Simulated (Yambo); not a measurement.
Absorption of RbCaH3 (cubic perovskite, space group Pm-3m, No. 221) with and without the electron-hole interaction (Yambo, PBEsol bands; 8×8×8 mesh, 3 valence and 9 conduction bands, static screening with 45 bands and a 3 Ry block, scissor 2.65 eV, Tamm-Dancoff; field along x).

| E (eV) | Im ε, BSE | Im ε, independent quasiparticles |
|---|---|---|
| 4.10 | 0.25 | 0.05 |
| 4.20 | 0.29 | 0.06 |
| 4.30 | 0.35 | 0.06 |
| 4.40 | 0.42 | 0.06 |
| 4.50 | 0.53 | 0.07 |
| 4.60 | 0.69 | 0.07 |
| 4.70 | 0.94 | 0.08 |
| 4.80 | 1.36 | 0.09 |
| 4.90 | 2.17 | 0.10 |
| 5.00 | 3.84 | 0.11 |
| 5.10 | 7.01 | 0.13 |
| 5.20 | 8.48 | 0.15 |
| 5.30 | 5.81 | 0.17 |
| 5.40 | 4.44 | 0.21 |
| 5.50 | 4.17 | 0.27 |
| 5.60 | 3.68 | 0.38 |
| 5.70 | 3.64 | 0.54 |
| 5.80 | 3.71 | 0.69 |
| 5.90 | 3.57 | 0.92 |
| 6.00 | 3.41 | 1.17 |
| 6.10 | 3.27 | 1.49 |
| 6.20 | 3.17 | 1.84 |
| 6.30 | 3.02 | 1.93 |
| 6.40 | 2.65 | 1.88 |
| 6.50 | 2.29 | 1.85 |
| 6.60 | 2.24 | 1.96 |
| 6.70 | 2.40 | 1.96 |
| 6.80 | 2.58 | 2.23 |
| 6.90 | 3.00 | 2.72 |
| 7.00 | 3.35 | 2.59 |
| 7.10 | 3.80 | 2.26 |
| 7.20 | 4.87 | 2.15 |
| 7.30 | 5.83 | 2.38 |
| 7.40 | 6.54 | 2.59 |
| 7.50 | 6.49 | 2.51 |
| 7.60 | 5.23 | 2.41 |
| 7.70 | 3.46 | 2.59 |
| 7.80 | 2.39 | 2.75 |
| 7.90 | 1.89 | 2.82 |
| 8.00 | 1.84 | 2.73 |
| 8.10 | 1.94 | 2.48 |
| 8.20 | 1.84 | 2.27 |
| 8.30 | 1.61 | 2.14 |
| 8.40 | 1.55 | 2.20 |
| 8.50 | 1.42 | 2.57 |
| 8.60 | 1.37 | 3.18 |
| 8.70 | 1.23 | 3.83 |
| 8.80 | 1.18 | 4.17 |
| 8.90 | 1.12 | 4.56 |
| 9.00 | 1.04 | 4.90 |
| 9.10 | 0.98 | 5.40 |
| 9.20 | 0.99 | 5.77 |
| 9.30 | 0.98 | 6.17 |
| 9.40 | 1.03 | 6.17 |
| 9.50 | 1.00 | 5.37 |
| 9.60 | 0.93 | 4.54 |
| 9.70 | 0.84 | 3.86 |
| 9.80 | 0.78 | 3.20 |
| 9.90 | 0.77 | 2.74 |
| 10.00 | 0.73 | 2.58 |
| 10.10 | 0.73 | 2.39 |
| 10.20 | 0.66 | 2.28 |
| 10.30 | 0.60 | 2.08 |
| 10.40 | 0.57 | 1.76 |
| 10.50 | 0.54 | 1.59 |
| 10.60 | 0.51 | 1.54 |
| 10.70 | 0.54 | 1.51 |
| 10.80 | 0.53 | 1.44 |
| 10.90 | 0.48 | 1.40 |
| 11.00 | 0.44 | 1.37 |

The scissor comes from a G0W0 run whose convergence isn't established. Broadening 0.15 eV. The band window holds all transitions up to 12.1 eV. Fine structure above the onset can come from the mesh.

The cell is held in this high symmetry; tilts and polar distortions were not searched.

Geometry of the Materials Project entry, not relaxed at this level; primitive cell a = b = c = 4.5210 Å, α = β = γ = 90.00°.
